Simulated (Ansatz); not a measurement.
Starting cell, CuI (zinc blende):

```
CuI
1.0
    0.00000     3.01151     3.01151
    3.01151     0.00000     3.01151
    3.01151     3.01151     0.00000
I Cu
1 1
Direct
  0.75000   0.75000   0.75000
  0.00000   0.00000   0.00000
```

In this cell atom 1 (I, nearest neighbour Cu at 2.608 Å; its periodic images, 4.3 Å or more away, move with it) is moved by s along Cartesian [110], unit vector (0.707, 0.707, 0.000); all other atoms and the cell stay fixed.

Method: r2SCAN (plane waves to 500 eV, PAW, scalar-relativistic; Ansatz, an electronic-structure program). k mesh 8×8×8 (Γ-centred), Fermi-Dirac smearing 0.05 eV. Left out: 2 of 11 points, with atoms too close for the PAW data. F∥ is the force on the atom along that direction. F⊥ is the part of the force across the line. CuI is run without spin polarisation. CuI was relaxed with its symmetry unable to fall. Spin-orbit coupling is left out, though I is heavy. 

```
s (Å)   F∥ (eV/Å)  |F⊥| (eV/Å)
------  ---------  -----------
-0.624        ___          ___
-0.468      2.056          ___
-0.312      1.071        0.672
-0.156      0.441        0.157
0.000       0.000        0.000
0.156      -0.441        0.157
0.312      -1.071        0.672
0.468      -2.056          ___
0.624         ___          ___
```

Question: What belongs in the gaps?

Answer: 
- -0.624, F∥ (eV/Å): 3.536
- -0.624, |F⊥| (eV/Å): 3.375
- -0.468, |F⊥| (eV/Å): 1.671
- 0.468, |F⊥| (eV/Å): 1.671
- 0.624, F∥ (eV/Å): -3.536
- 0.624, |F⊥| (eV/Å): 3.375

(For displaced atoms, the force is minus the slope of the energy, and its curvature is a force constant, which sets phonon frequencies.)
